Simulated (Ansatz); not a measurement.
## Kick test of a cell of Al3BP4

The cell was found from a structure generator's guess, not taken from experiment.

These are results of Ansatz 0.2.0, DFT PBE, scalar-relativistic, plane waves, PAW, not measurements. Plane waves to 420 eV, a k mesh through Γ of 8×8×8 on the computed 8-atom cell and Gaussian smearing (0.02 eV); no spin polarisation.

The cell below (8 atoms, space group I-42m (No. 121)) is relaxed within its symmetry.

```yaml
crystal:
  lattice:
    - [-2.64016, 2.64016, 5.24274]
    - [2.64016, -2.64016, 5.24274]
    - [2.64016, 2.64016, -5.24274]
  atoms:
    - { symbol: Al, position: [0.75000, 0.25000, 0.50000] }
    - { symbol: Al, position: [0.50000, 0.50000, 0.00000] }
    - { symbol: Al, position: [0.25000, 0.75000, 0.50000] }
    - { symbol: B, position: [0.00000, 0.00000, 0.00000] }
    - { symbol: P, position: [0.10466, 0.10466, 0.43731] }
    - { symbol: P, position: [0.89534, 0.33265, 0.00000] }
    - { symbol: P, position: [0.66735, 0.66735, 0.56269] }
    - { symbol: P, position: [0.33265, 0.89534, 0.00000] }
```

For the test it was strained at random (σ = 1.5 % a component), the atoms were moved at random (σ = 0.05 Å), and all was relaxed again on a coarse 4×4×4 mesh (in the run’s order of axes) with 0.10 eV smearing, with no symmetry imposed.

**Question.** Does it come back?

**Answer.** It returns, within 1 meV/atom of the unmoved cell on that mesh and with the same symmetry when read at 0.1 Å. So it is stable against the distortions that fit this cell and that this random move excites. Modes that don't fit the cell aren't tested.
